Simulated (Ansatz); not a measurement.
**Si: a jump of Au**

Computed with DFT r2SCAN, scalar-relativistic, plane waves, PAW in Ansatz 0.2.0. Run with 500 eV cutoff, 2×2×2 k-mesh, Gaussian smearing of 0.02 eV, no spin polarisation.

In a supercell of 16 host sites with charge +1, interstitial Au hops to an equivalent place, moving 1.75 Å between the relaxed ends. Climbing-image nudged elastic band at fixed cell with images 0 (start) to 6 (end), the path measured over all atoms, converged to 0.05 eV/Å; the order of the saddle wasn't checked, and the small cell leaves errors of about a tenth of an eV.

Spin-orbit coupling is left out, which matters for the bands and energies of heavy elements.

Command:

```bash
ansatz run input.yaml --threads 8 --pin off --max-ram 20480MiB --backend cpu --events-out ev --progress --plain --runs-dir out
```

Input:

```yaml
crystal:
  lattice:
    - [0.0, 5.44370238, -5.44370238]
    - [5.44370238, 5.44370238, 0.0]
    - [5.44370238, 0.0, -5.44370238]
  atoms:
    - { symbol: Si, position: [0.1486320605, 0.122489561, 0.1266169232] }
    - { symbol: Si, position: [0.1494915177, 0.6016835481, 0.1264838986] }
    - { symbol: Si, position: [0.579299655, 0.1423260105, 0.1359820235] }
    - { symbol: Si, position: [0.6553644452, 0.6340718924, 0.0760001548] }
    - { symbol: Si, position: [0.1060976769, 0.1118893317, 0.6697846643] }
    - { symbol: Si, position: [0.1396547972, 0.622978668, 0.6140318836] }
    - { symbol: Si, position: [0.6230479061, 0.1361768466, 0.6177134892] }
    - { symbol: Si, position: [0.6227882067, 0.6226671635, 0.6177174458] }
    - { symbol: Si, position: [0.2891846022, 0.7342512903, 0.2424047724] }
    - { symbol: Si, position: [0.2126585058, 0.2432238758, 0.3006073716] }
    - { symbol: Si, position: [0.7229534961, 0.7525767496, 0.2484407043] }
    - { symbol: Si, position: [0.7237386525, 0.2752875776, 0.2485161014] }
    - { symbol: Si, position: [0.2519520939, 0.739421214, 0.7561374931] }
    - { symbol: Si, position: [0.2521780658, 0.252107877, 0.7560024382] }
    - { symbol: Si, position: [0.7663916104, 0.7633773007, 0.7063212706] }
    - { symbol: Si, position: [0.7318624636, 0.252021332, 0.7635915066] }
    - { symbol: Au, position: [-0.0620968324, -0.0556100396, 0.1722258483] }
total_charge: 1
basis:
  ecutwfc: 500
  xc_grid: 3
kpoints:
  mp_grid: { grid: [2, 2, 2], shift: [0.0, 0.0, 0.0] }
hamiltonian:
  xc: r2scan
scf:
  occupations: { method: gaussian, width: 0.02 }
output:
  forces: true
neb:
  images: 5
  f_tol: 0.05
  max_iterations: 70
  order_check: false
  final_atoms:
    - { symbol: Si, position: [0.1494915177, 0.1264838986, 0.1223410355] }
    - { symbol: Si, position: [0.1060976769, 0.6697846643, 0.1122283271] }
    - { symbol: Si, position: [0.579299655, 0.1359820235, 0.142392311] }
    - { symbol: Si, position: [0.6227882067, 0.6177174458, 0.136827184] }
    - { symbol: Si, position: [0.1486320605, 0.1266169232, 0.6022614553] }
    - { symbol: Si, position: [0.1396547972, 0.6140318836, 0.6233346512] }
    - { symbol: Si, position: [0.6553644452, 0.0760001548, 0.6345635076] }
    - { symbol: Si, position: [0.6230479061, 0.6177134892, 0.6230617581] }
    - { symbol: Si, position: [0.2519520939, 0.7561374931, 0.252489199] }
    - { symbol: Si, position: [0.2126585058, 0.3006073716, 0.2435102468] }
    - { symbol: Si, position: [0.7318624636, 0.7635915066, 0.2525246977] }
    - { symbol: Si, position: [0.7229534961, 0.2484407043, 0.2760290499] }
    - { symbol: Si, position: [0.2521780658, 0.7560024382, 0.739711619] }
    - { symbol: Si, position: [0.2891846022, 0.2424047724, 0.7341593351] }
    - { symbol: Si, position: [0.7663916104, 0.7063212706, 0.7639098184] }
    - { symbol: Si, position: [0.7237386525, 0.2485161014, 0.7524576685] }
    - { symbol: Au, position: [-0.0620968324, 0.1722258483, -0.0545189763] }
```

Course of the band:

| iteration | largest band force (eV/Å) | climbing image | energies over image 0 (eV) |
| --- | --- | --- | --- |
| 1 | 3.559 | none | 0.000 0.170 0.576 0.815 0.579 0.171 0.000 |
| 2 | 0.945 | none | 0.000 0.063 0.242 0.371 0.244 0.064 0.000 |
| 3 | 0.277 | 3 | 0.000 0.052 0.204 0.314 0.205 0.053 0.000 |
| 4 | 0.080 | 3 | 0.000 0.051 0.194 0.289 0.195 0.052 0.000 |
| 5 | 0.072 | 3 | 0.000 0.053 0.195 0.277 0.196 0.053 0.000 |
| 6 | 0.089 | 3 | 0.000 0.056 0.201 0.272 0.201 0.056 0.000 |
| 7 | 0.102 | 3 | 0.000 0.057 0.203 0.269 0.204 0.058 0.000 |
| 8 | 0.042 | 3 | 0.000 0.058 0.204 0.267 0.204 0.058 0.000 |

Final band:

```csv
image,path (Å),E − E(0) (eV),Au x (Å),Au y (Å),Au z (Å),force on Au (eV/Å)
0,0.00,0.000,0.635,-0.641,-0.600,0.00
1,0.41,0.058,0.525,-0.503,-0.366,0.23
2,0.81,0.204,0.410,-0.360,-0.093,0.27
3,1.22,0.267,0.320,-0.196,0.195,0.04
4,1.62,0.204,0.411,0.092,0.358,0.27
5,2.03,0.058,0.527,0.366,0.502,0.23
6,2.43,0.000,0.641,0.600,0.635,0.00
```

Barrier 0.27 eV. It took 3.1 min on 8 threads of Intel(R) Xeon(R) Platinum 8259CL CPU @ 2.50GHz (Skylake/Cascade Lake), with other jobs on the host, peak memory 2.5 GiB.